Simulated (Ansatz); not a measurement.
Ansatz (a quantum-chemistry and plane-wave program) input:

Ansatz 0.2 input:
```yaml
crystal:
  lattice:
    - [-2.7273993168, 2.7273993168, 3.9141134742]
    - [2.7273993168, -2.7273993168, 3.9141134742]
    - [2.7273993168, 2.7273993168, -3.9141134742]
  atoms:
    - { symbol: Al, position: [0.75, 0.25, 0.5] }
    - { symbol: Al, position: [0.25, 0.75, 0.5] }
    - { symbol: Pt, position: [0.75, 0.75, 0.0] }
    - { symbol: Pt, position: [0.25, 0.25, 0.0] }
    - { symbol: Pt, position: [0.2173149764, 0.7173149764, 0.9346299529] }
    - { symbol: Pt, position: [0.7826850236, 0.2826850236, 0.0653700471] }
    - { symbol: Pt, position: [0.7173149764, 0.7826850236, 0.5] }
    - { symbol: Pt, position: [0.2826850236, 0.2173149764, 0.5] }
kpoints:
  mp_grid: { grid: [8, 8, 8] }
  band_path:
    path:
      - [[0.0, 0.0, 0.0], [0.0, 0.0, 0.5], [0.25, 0.25, 0.25], [0.0, 0.5, 0.0], [0.0, 0.0, 0.0], [0.5, 0.5, -0.5], [0.3713865698, 0.6286134302, -0.3713865698]]  # Γ-X-P-N-Γ-M-S
      - [[-0.3713865698, 0.3713865698, 0.3713865698], [0.0, 0.0, 0.0]]  # S_0-Γ
      - [[0.0, 0.0, 0.5], [-0.2427731396, 0.2427731396, 0.5]]  # X-R
      - [[0.5, 0.5, -0.2427731396], [0.5, 0.5, -0.5]]  # G-M
    npoints: 8
basis: { xc_grid: 2 }
hamiltonian:
  xc: pbesol
  pseudopotentials: { kind: paw }
magnetization: { noncollinear: true, spin_orbit: true }
scf:
  n_extra_bands: 16
  convergence: { dr2_threshold: 0.0000000001 }
  occupations: { method: gaussian, width: 0.05 }
output: { eigenvalues: true }
```

Output (shortened):

```
Pseudopotential: Al, paw_fr, valence charge 3
Pseudopotential: Pt, paw_fr, valence charge 18
Functional definition: PBEsol
non-collinear run that drives no moment, with spin-orbit …
Crystal: 8 atoms, lattice volume = 116.464 Å³
Basis set: ecut = 420 eV, 2269 PW (Γ), exchange–correlation on 80×80×80 points (8 copies of the dense FFT grid, shifted against one another)
Bands: 130, of which v1, the nominal top of the filled ones, is band 114 counted from 1 (113 counted from 0)
Symmetry: 16 space group operations + 16 with time reversal
k-points: 59 of 512
Projection manifold: j_resolved (fully-relativistic pseudo-atomic orbitals)
SCF iter   1: F=—  HF=-75565.361188 eV  |F-HF|=—  |Δ(HF+E_count)|=         —  Δρ=1.08e-1  dr2=1.52e1  dr2_m=0.00e0 (ungated)  ethr=3.10e-3  |M|=0.00e0 ∫|m|=0.00e0 μB  |m|>n=0.0e0 m-floor=0.0e0 τ_xc=0.0e0  β_m=0.30  ⟨swp⟩=5.3  Hψ=15905  notcnv=0  defer=56
preconditioner: auto → Kerker (q_TF=auto, 2.719 Å⁻¹)
spin=Noncollinear: Kerker preconditioning applied to the charge; magnetization (m_x, m_y, m_z) channels mix plain (no charge-response kernel on spin).
SCF iter   2: F=—  HF=-75562.727390 eV  |F-HF|=—  |Δ(HF+E_count)|=    2.63e0  Δρ=6.76e-2  dr2=5.69e0  dr2_m=0.00e0 (ungated)  ethr=3.10e-3  |M|=0.00e0 ∫|m|=0.00e0 μB  |m|>n=0.0e0 m-floor=0.0e0 τ_xc=0.0e0  β_m=0.53  ⟨swp⟩=2.3  Hψ=6058  notcnv=0  defer=528
SCF iter   3: F=—  HF=-75561.219029 eV  |F-HF|=—  |Δ(HF+E_count)|=    1.51e0  Δρ=1.25e-2  dr2=9.11e-2  dr2_m=0.00e0 (ungated)  ethr=3.10e-3  |M|=0.00e0 ∫|m|=0.00e0 μB  |m|>n=0.0e0 m-floor=0.0e0 τ_xc=0.0e0  β_m=0.76  ⟨swp⟩=2.1  Hψ=5732  notcnv=0  defer=528
SCF iter   4: F=—  HF=-75561.223008 eV  |F-HF|=—  |Δ(HF+E_count)|=   3.98e-3  Δρ=3.87e-3  dr2=1.74e-2  dr2_m=0.00e0 (ungated)  ethr=7.99e-5  |M|=0.00e0 ∫|m|=0.00e0 μB  |m|>n=0.0e0 m-floor=0.0e0 τ_xc=0.0e0  β_m=0.84  ⟨swp⟩=2.1  Hψ=7677  notcnv=0  defer=530
SCF iter   5: F=—  HF=-75561.218281 eV  |F-HF|=—  |Δ(HF+E_count)|=   4.73e-3  Δρ=8.26e-4  dr2=1.01e-3  dr2_m=0.00e0 (ungated)  ethr=1.52e-5  |M|=0.00e0 ∫|m|=0.00e0 μB  |m|>n=0.0e0 m-floor=0.0e0 τ_xc=0.0e0  β_m=0.92  ⟨swp⟩=2.0  Hψ=5348  notcnv=0  defer=530
SCF iter   6: F=—  HF=-75561.218029 eV  |F-HF|=—  |Δ(HF+E_count)|=   2.52e-4  Δρ=5.06e-4  dr2=4.48e-4  dr2_m=0.00e0 (ungated)  ethr=8.85e-7  |M|=0.00e0 ∫|m|=0.00e0 μB  |m|>n=0.0e0 m-floor=0.0e0 τ_xc=0.0e0  β_m=0.83  ⟨swp⟩=2.0  Hψ=5515  notcnv=0  defer=530
SCF iter   7: F=—  HF=-75561.217930 eV  |F-HF|=—  |Δ(HF+E_count)|=   9.92e-5  Δρ=6.89e-5  dr2=4.74e-6  dr2_m=0.00e0 (ungated)  ethr=3.93e-7  |M|=0.00e0 ∫|m|=0.00e0 μB  |m|>n=0.0e0 m-floor=0.0e0 τ_xc=0.0e0  β_m=0.92  ⟨swp⟩=2.0  Hψ=5480  notcnv=0  defer=530
SCF iter   8: F=—  HF=-75561.217728 eV  |F-HF|=—  |Δ(HF+E_count)|=   2.02e-4  Δρ=1.65e-5  dr2=3.27e-7  dr2_m=0.00e0 (ungated)  ethr=4.16e-9  |M|=0.00e0 ∫|m|=0.00e0 μB  |m|>n=0.0e0 m-floor=0.0e0 τ_xc=0.0e0  β_m=0.96  ⟨swp⟩=2.0  Hψ=5515  notcnv=0  defer=530
SCF iter  11: F=-75561.217728 eV  HF=-75561.217728 eV  |F-HF|=0.00e0  |Δ(HF+E_count)|=  5.82e-11  Δρ=8.16e-8  dr2=1.17e-11  dr2_m=0.00e0 (ungated)  ethr=1.00e-12  |M|=0.00e0 ∫|m|=0.00e0 μB  |m|>n=0.0e0 m-floor=0.0e0 τ_xc=0.0e0  ⟨swp⟩=7.9  Hψ=11210  notcnv=0
SCF 1 converged in 11 iterations: F = -75561.217728 eV  dr2 = 1.17e-11
NSCF: frozen V_eff on 76 k-points
SCF converged after 11 iterations
Magnetization: |M| = 0.0000 μB,  M = (+0.0000, +0.0000, +0.0000) μB
Absolute magnetization: 0.0000 μB (∫|m|)
  site 0: m = (+0.0000, +0.0000, +0.0000) μB, |m| = 0.0000 μB  (R = 1.06 Å)
  site 1: m = (+0.0000, +0.0000, +0.0000) μB, |m| = 0.0000 μB  (R = 1.06 Å)
  site 2: m = (+0.0000, +0.0000, +0.0000) μB, |m| = 0.0000 μB  (R = 1.13 Å)
  site 3: m = (+0.0000, +0.0000, +0.0000) μB, |m| = 0.0000 μB  (R = 1.13 Å)
  site 4: m = (+0.0000, +0.0000, +0.0000) μB, |m| = 0.0000 μB  (R = 1.06 Å)
  site 5: m = (+0.0000, +0.0000, +0.0000) μB, |m| = 0.0000 μB  (R = 1.06 Å)
  site 6: m = (+0.0000, +0.0000, +0.0000) μB, |m| = 0.0000 μB  (R = 1.06 Å)
  site 7: m = (+0.0000, +0.0000, +0.0000) μB, |m| = 0.0000 μB  (R = 1.06 Å)
Free energy (F): -75561.217728 eV
Harris-Foulkes:  -75561.217728 eV  (|F-HF|=0.00e0)
Internal energy: -75561.213212 eV  (E = F + TS)
E sigma→0 (E₀):  -75561.215470 eV
Entropy (-TS):   -0.004516 eV (-0.564 meV/atom)
Fermi energy:    20.345552 eV
--- Per-component energies (eV) ---
  E_band       = -1052.221129
  E_kinetic    = 3883.861062
  E_local      = -10921.371175  (includes V_loc(G=0)·N_el)
  E_nonlocal   = 1160.976987
  E_hartree    = 4215.330258
  E_xc         = -1648.855829
  E_vxc        = -1883.705590  (∫ρ·V_xc dr)
  E_paw        = -56960.246077  (= ΣΔE_a)
  E_vpaw       = -1722.644030  (= ΣTr[D̂ρ^β])
  E_aug_tail   = 0.000945  (compensation charges beyond the density's cutoff)
  E_ewald      = -15292.701219
  E_core_change = 1.791836  (= ΣΔE_core)
  E_smearing   = -0.004516  (= −TS)
  E_closure    = 0.000000  (closes the sum)
  Σ components = -75561.217728   (vs F -75561.217728, Δ=0.00e0)
  [band-id]    e_kinetic+e_local+e_nonlocal+2·e_hartree+e_vxc+e_vpaw+e_augmentation_tail = -1052.221285   (vs E_band -1052.221129, Δ=-1.56e-4)
--- Band table (eV; the first three rows and the last of 59) ---
  k-point 0: bands = ["-78.0252", "-78.0252", "-78.0032", "-78.0032", "-78.0032", "-78.0032", "-77.9926", "-77.9926", "-77.9909", "-77.9909", "-77.9836", "-77.9836", "-43.4090", "-43.4090", "-43.3996", "-43.3996", "-43.3742", "-43.3742", "-43.3737", …
  k-point 1: bands = ["-78.0239", "-78.0239", "-78.0033", "-78.0033", "-78.0032", "-78.0032", "-77.9926", "-77.9926", "-77.9919", "-77.9919", "-77.9839", "-77.9839", "-43.4066", "-43.4066", "-43.3985", "-43.3985", "-43.3739", "-43.3739", "-43.3735", …
  k-point 2: bands = ["-78.0203", "-78.0203", "-78.0034", "-78.0034", "-78.0033", "-78.0033", "-77.9950", "-77.9950", "-77.9926", "-77.9926", "-77.9844", "-77.9844", "-43.4037", "-43.4037", "-43.3917", "-43.3917", "-43.3735", "-43.3735", "-43.3730", …
  k-point 58: bands = ["-78.0162", "-78.0162", "-78.0033", "-78.0033", "-78.0033", "-78.0033", "-77.9926", "-77.9926", "-77.9926", "-77.9926", "-77.9909", "-77.9909", "-43.4092", "-43.4092", "-43.3735", "-43.3735", "-43.3734", "-43.3734", "-43.3597", …
```

Cost: about 5 core-minutes (a rough figure) on shared cores.

Space group I4/mcm. The workflow started from a Materials Project entry (that database holds measured and hypothetical structures alike); the Crystallography Open Database copy checked does not list it. Whether it is the stable phase at ambient conditions was not checked. The PBEsol relaxation kept the symmetry of its start; whether a distortion lowers the energy is not shown. The run is not spin-polarised.

Potentials: the later of the program's two PAW sets.

Ansatz is a plane-wave DFT program.
